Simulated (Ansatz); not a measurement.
Consider the following.

MoS₂ (3R-MoS2 type, space group R3m)

Space group R3m, hexagonal axes (No. 160); a = 3.175 Å, b = 3.175 Å, c = 18.585 Å, α = 90.00°, β = 90.00°, γ = 120.00°

| atom | site | symmetry | x | y | z |
|---|---|---|---|---|---|
| Mo | 3a | 3m | 0.0000 | 0.0000 | 0.0000 |
| S | 3a | 3m | 0.0000 | 0.0000 | 0.2497 |
| S | 3a | 3m | 0.0000 | 0.0000 | 0.4170 |
(The calculation used a cell of 3 atoms; values per cell refer to that cell.)

The volume is varied about the relaxed value V₀ at fixed cell shape. The atoms relax within the cell's symmetry.

All values below come from r2SCAN+rVV10 (plane waves to 500 eV, PAW, scalar-relativistic; Ansatz, a quantum-chemistry and plane-wave program). k mesh 12×12×12 (Γ-centred), Fermi-Dirac smearing 0.05 eV. Energies are smeared free energies. Compression counts positive. With the shape held, the modulus is that of even scaling; a crystal free to change shape is softer. MoS2 is run without spin polarisation. MoS2 was relaxed with its symmetry unable to fall. This is one of several known forms of MoS2; the measured ambient cells at hand have space group No. 194. The zero of ΔE is the relaxed starting cell.

The scan covers V/V₀ from 0.840 to 1.160 in 13 points.

**Question.** What is the fitted pressure derivative B₀′?

**Answer.** 4.1.

**Question.** What bulk modulus at fixed cell shape B₀ follows from a third-order Birch-Murnaghan fit?

**Answer.** 76.8 GPa.

(A scan under strain: stresses follow from slopes of the energy per volume, elastic moduli from its curvatures.)
